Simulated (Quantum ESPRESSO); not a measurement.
## Band energies of CdZnSe2

```
CELL_PARAMETERS angstrom
      4.12460     0.00000     0.00000
     -2.06230     3.57201     0.00000
      0.00000     0.00000     6.82664
ATOMIC_POSITIONS crystal
  Zn 0.00000 0.00000 0.00121
  Se 0.66667 0.33333 0.10912
  Se 0.00000 0.00000 0.64427
  Cd 0.66667 0.33333 0.49341
```

PBEsol (pw.x of Quantum ESPRESSO, ONCV potentials, with spin-orbit coupling); path ΓMKΓALHA,LM,KH; energies in eV from the valence-band maximum.

| k (1/Å) | point | band 72 | band 73 | band 74 | band 75 | band 76 | band 77 | band 78 | band 79 |
|---|---|---|---|---|---|---|---|---|---|
| 0.00 | Γ | 0.00 | 0.53 | 0.53 | 2.11 | 2.11 | 5.33 | 5.33 | 5.51 |
| 0.44 |  | -0.50 | 2.47 | 2.48 | 3.23 | 3.28 | 4.88 | 4.96 | 5.70 |
| 0.88 | M | -0.93 | 2.73 | 2.73 | 3.23 | 3.23 | 4.40 | 4.40 | 6.07 |
| 1.01 |  | -1.12 | 3.03 | 3.06 | 3.47 | 3.49 | 4.27 | 4.30 | 6.01 |
| 1.39 | K | -2.04 | 3.57 | 3.61 | 4.64 | 4.82 | 4.87 | 4.97 | 6.58 |
| 1.59 |  | -1.72 | 3.80 | 3.84 | 4.22 | 4.31 | 4.77 | 4.84 | 5.82 |
| 2.00 |  | -0.56 | 2.49 | 2.52 | 3.59 | 3.66 | 4.68 | 4.71 | 5.44 |
| 2.40 | Γ | 0.00 | 0.53 | 0.53 | 2.11 | 2.11 | 5.33 | 5.33 | 5.51 |
| 2.52 |  | -0.03 | 0.97 | 0.97 | 2.15 | 2.15 | 5.33 | 5.33 | 5.53 |
| 2.86 | A | -0.26 | 1.90 | 1.90 | 2.72 | 2.72 | 5.00 | 5.00 | 5.62 |
| 3.06 |  | -0.49 | 2.48 | 2.51 | 3.12 | 3.17 | 4.71 | 4.74 | 5.38 |
| 3.45 |  | -1.16 | 2.62 | 2.65 | 3.13 | 3.15 | 4.34 | 4.34 | 5.19 |
| 3.74 | L | -1.39 | 2.38 | 2.38 | 2.70 | 2.70 | 4.11 | 4.11 | 4.88 |
| 3.95 |  | -1.43 | 2.84 | 2.87 | 3.03 | 3.08 | 4.46 | 4.50 | 5.22 |
| 4.25 | H | -1.40 | 3.31 | 3.36 | 3.47 | 3.54 | 5.15 | 5.22 | 5.78 |
| 4.43 |  | -1.45 | 3.21 | 3.24 | 3.54 | 3.58 | 5.23 | 5.24 | 5.50 |
| 4.80 |  | -1.17 | 3.33 | 3.39 | 3.63 | 3.68 | 4.57 | 4.64 | 5.07 |
| 5.27 | A | -0.26 | 1.90 | 1.90 | 2.72 | 2.72 | 5.00 | 5.00 | 5.62 |
| 5.27 | L | -1.39 | 2.38 | 2.38 | 2.70 | 2.70 | 4.11 | 4.11 | 4.88 |
| 5.73 | M | -0.93 | 2.73 | 2.73 | 3.23 | 3.23 | 4.40 | 4.40 | 6.07 |
| 5.73 | K | -2.04 | 3.57 | 3.61 | 4.64 | 4.82 | 4.87 | 4.97 | 6.58 |
| 6.19 | H | -1.40 | 3.31 | 3.36 | 3.47 | 3.54 | 5.15 | 5.22 | 5.78 |

The PBEsol gap is direct, 0.53 eV at Γ.

Geometry relaxed with PBEsol.

The structure is a Materials Project entry; no match was found in the copy of COD used, and its stability was not checked.
